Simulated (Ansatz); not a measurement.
Te2Pt:
```
CELL_PARAMETERS angstrom
      4.05305     0.00000     0.00000
     -2.02653     3.51005     0.00000
      0.00000     0.00000     5.09013
ATOMIC_POSITIONS crystal
  Te 0.66667 0.33333 0.73287
  Te 0.33333 0.66667 0.26713
  Pt 0.00000 0.00000 0.00000
```

Relaxed with PBE+D3(BJ). Special points in fractions of this cell's reciprocal vectors: Γ (0.000, 0.000, 0.000); M (0.500, 0.000, 0.000); K (0.333, 0.333, 0.000); A (0.000, 0.000, 0.500); L (0.500, 0.000, 0.500); H (0.333, 0.333, 0.500).

Question: List the band energies nearest the Fermi level at these points for plane-wave PAW PBE+D3(BJ) with spin–orbit coupling (Ansatz code).

Answer: In eV from the Fermi level; about four levels below and three above (degenerate sets whole), none deeper than 8.9 eV; points with the same levels are listed once.

| k | below | above |
|---|---|---|
| Γ | -1.12 -1.12 -0.13 -0.13 | 0.68 0.68 0.79 0.79 |
| M | -3.13 -3.13 -2.72 -2.72 | 0.10 0.10 2.60 2.60 |
| K | -0.20 -0.20 -0.13 -0.13 | 2.50 2.50 6.48 6.48 |
| A | -1.40 -1.40 -1.03 -1.03 | 2.07 2.07 2.34 2.34 |
| L | -2.43 -2.43 -0.66 -0.66 | 0.19 0.19 1.36 1.36 |
| H | -2.64 -2.64 -2.45 -2.45 | 2.49 2.49 2.78 2.78 |

Space group P-3m1. The cell was relaxed with PBE+D3(BJ) under the symmetry of its start. The run is not spin-polarised.

Potentials: the earlier of the program's two PAW sets.
